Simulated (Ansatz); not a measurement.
# ZnS (P6_3mc), zone-centre modes

Theory: DFT r2SCAN, scalar-relativistic, plane waves, PAW (Ansatz). Cutoff 500 eV, Γ-centred 6×6×4 k-points, Gaussian smearing of 0.05 eV. No spin polarisation.

Reference structure (as given, not relaxed at this level):

```yaml
crystal:
  lattice:
    - [3.81100, 0.00000, 0.00000]
    - [-1.90550, 3.30042, 0.00000]
    - [0.00000, 0.00000, 6.23400]
  atoms:
    - { symbol: Zn, position: [0.33333, 0.66667, 0.00000] }
    - { symbol: Zn, position: [0.66667, 0.33333, 0.50000] }
    - { symbol: S, position: [0.33333, 0.66667, 0.38500] }
    - { symbol: S, position: [0.66667, 0.33333, 0.88500] }
```

Harmonic modes by finite displacements of 0.02 Å, without the LO–TO term.

Q: At this geometry, is the structure stable against these modes?

A: Yes: no mode is imaginary beyond 10 cm⁻¹, and only the three translations lie near zero.

Q: List the wavenumbers in cm⁻¹.

A: 0, 0, 0, 77, 77, 180, 231, 294, 294, 299, 299, 316.

Cost: 1 run of about 0.71 core-minutes, on Intel Xeon 6975P-C (Granite Rapids) (shared hosts).